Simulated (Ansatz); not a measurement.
# What settings do to one calculation: B started on a K site in cubic perovskite KMgF3, 10 atoms, charge +2

Ansatz (PAW, plane waves), atoms fixed. The base input:

```yaml
crystal:
  lattice:
    - [7.982544, 0.000000, 0.000000]
    - [0.000000, 3.991272, 0.000000]
    - [0.000000, 0.000000, 3.991272]
  atoms:
    - { symbol: K, position: [0.995817, 0.978532, 0.977395] }
    - { symbol: B, position: [0.501517, 0.013113, 0.995837] }
    - { symbol: Mg, position: [0.252244, 0.499235, 0.514783] }
    - { symbol: Mg, position: [0.753166, 0.496908, 0.475714] }
    - { symbol: F, position: [0.252108, 0.488584, 0.005004] }
    - { symbol: F, position: [0.754357, 0.513147, 0.999660] }
    - { symbol: F, position: [0.999251, 0.500845, 0.493834] }
    - { symbol: F, position: [0.498854, 0.509883, 0.497431] }
    - { symbol: F, position: [0.252611, 0.005693, 0.487137] }
    - { symbol: F, position: [0.747970, 0.009419, 0.499565] }
kpoints:
  mp_grid: { grid: [2, 2, 2], shift: [0.5, 0.5, 0.5] }
hamiltonian:
  xc: pbesol
total_charge: 2
scf:
  occupations: { method: fermi_dirac, width: 0.01 }
output:
  forces: true
  eigenvalues: true
  populations: true
  charged_corrections: { epsilon: 7 }
```

Command:

```sh
ansatz run in.yaml --threads 8 --pin off --max-ram 13300MiB --runs-dir r --events-out ev --progress --plain
```

It converged in 36 iterations and 1 s of wall time on 8 threads of an EPYC 9R45 processor, on a host shared with other runs; peak host memory 0.49 GiB; largest force component 0.88 eV/Å. The cutoff was the default, 420 eV. The base isn't a converged reference: it has few k points, and its atoms are unrelaxed. Each run below changes the keys shown and caps the iterations.

| run | changed | ending | iterations | free energy less the base (meV per atom) | rms change of forces (eV/Å) | change of pressure (GPa) | wall time (s, shared host) |
| --- | --- | --- | --- | --- | --- | --- | --- |
| 1 | width 0.03 eV, max_iter 60 | converged | 21 | -4.5 | 0.038 | – | 1 CPU |
| 2 | mixing beta 1.0, max_iter 50 | converged | 37 | 0.0 | 0.000 | – | 1.1 CPU |
| 3 | ecutwfc 350 eV, max_iter 60 | converged | 34 | 68.4 | 0.003 | – | 0.9 CPU |
| 4 | ecutwfc 480 eV, dispersion d4, max_iter 90 | converged | 34 | other zero | 0.005 | – | 1.1 CPU |
| 5 | dispersion rvv10, max_iter 50 | refused | – | – | – | – | – |
| 6 | mixing algorithm broyden, max_iter 70, total_charge 4 | converged | 32 | other zero | 0.147 | – | 1.1 CPU |

«Other zero»: another functional, charge or dispersion term moves the zero of energy, so the difference says nothing of accuracy.

Which changes leave the result alone, and which of the same physical model moves the forces most?

The forces move by under 0.002 eV/Å in run 2. Run 1 (width 0.03 eV, max_iter 60) moves them most among the runs with the same functional, charge and dispersion term, by 0.038 eV/Å.

Why did some runs give no result?

- run 5: inconsistent input (hamiltonian.dispersion, hamiltonian.xc): `dispersion: rvv10` has no transferable b for PBE exchange — Sabatini et al. (2013) fitted b=6.3 to rPW86, and the PBE refits of Peng & Perdew (2017) are task-dependent (b=6.6 S22 / b=10.0 layered). …
